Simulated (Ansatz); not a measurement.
Relaxed-ion elastic tensor of GaO in space group P6_3/mmc (No. 194; Ga on 4f, O on 4f) in GPa (Voigt order), r²SCAN+D4 in the plane-wave PAW code Ansatz; density 5.60 g/cm³, 12.70 Å³ per atom.

```
 249   106  49.9   0.0   0.0   0.0
 106   249  49.9   0.0   0.0   0.0
49.9  49.9  66.6   0.0   0.0   0.0
 0.0   0.0   0.0  42.6   0.0   0.0
 0.0   0.0   0.0   0.0  42.6   0.0
 0.0   0.0   0.0   0.0   0.0  71.5
```

Question: Is the crystal mechanically stable?

Answer: Yes: the smallest eigenvalue of C is 42.6 GPa.

Question: Work out the Voigt, Reuss and Hill averages.

Answer: K_V = 108, K_R = 64.7, K_H = 86.6; G_V = 55.3, G_R = 45.6, G_H = 50.4 GPa.

Question: Give Young's modulus, Poisson's ratio, Pugh's ratio and the universal anisotropy index.

Answer: E = 9KG/(3K + G) = 127 GPa; ν = 0.26; K/G = 1.72 (near the Pugh limit of 1.75, no verdict); A_U = 5G_V/G_R + K_V/K_R − 6 = 1.74.

Question: Estimate the sound speeds and the Debye temperature.

Answer: v_l = √((K + 4G/3)/ρ) = 5240 m/s, v_t = √(G/ρ) = 3000 m/s, mean 3330 m/s; Θ = (h/k)(3n/4πV)^(1/3) v_m = 425 K.

Question: Solve the Christoffel equation for the three sound speeds along x, y, z.

Answer: Eigenvalues of C_ijkl n_j n_l equal ρv². In km/s, slowest first: x 2.76, 3.57, 6.67; y 2.76, 3.57, 6.67; z 2.76, 2.76, 3.45.

Question: How much does each axis shrink under pressure?

Answer: Linear compressibilities β_i = Σ_j S_ij (j = 1 to 3): x 0.90, y 0.90, z 14 per TPa.

The start of the workflow was typed in or built on a structure type; neither database checked (COD, Materials Project) lists it. Whether it is the stable phase at ambient conditions was not checked. Symmetry was held in the r²SCAN+D4 relaxation; its stability against distortions is not shown here.

Potentials: the earlier of the program's two PAW sets.
